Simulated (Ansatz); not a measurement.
# CdTe (F-43m), zone-centre modes

All numbers below come from Ansatz 0.2.0, DFT r2SCAN, scalar-relativistic, plane waves, PAW. The runs took a 500 eV cutoff, a Γ-centred 8×8×8 mesh and Gaussian smearing (0.05 eV). No spin polarisation.

Reference structure (as given, not relaxed at this level):

```
Cd Te
1.0
     0.00000    3.20500    3.20500
     3.20500    0.00000    3.20500
     3.20500    3.20500    0.00000
Cd Te
1 1
Direct
  0.00000 0.00000 0.00000
  0.75000 0.75000 0.75000
```

Harmonic modes by finite displacements of 0.02 Å, without the LO–TO term.

Q: At this geometry, is the structure stable against these modes?

A: Yes: no mode is imaginary beyond 10 cm⁻¹, and only the three translations lie near zero.

Q: List the wavenumbers in cm⁻¹.

A: 0, 0, 0, 154, 154, 154.

Cost: 1 run of about 0.8 core-minutes, on Oxide Virtual Turin-like Processor (Zen 5) (shared hosts).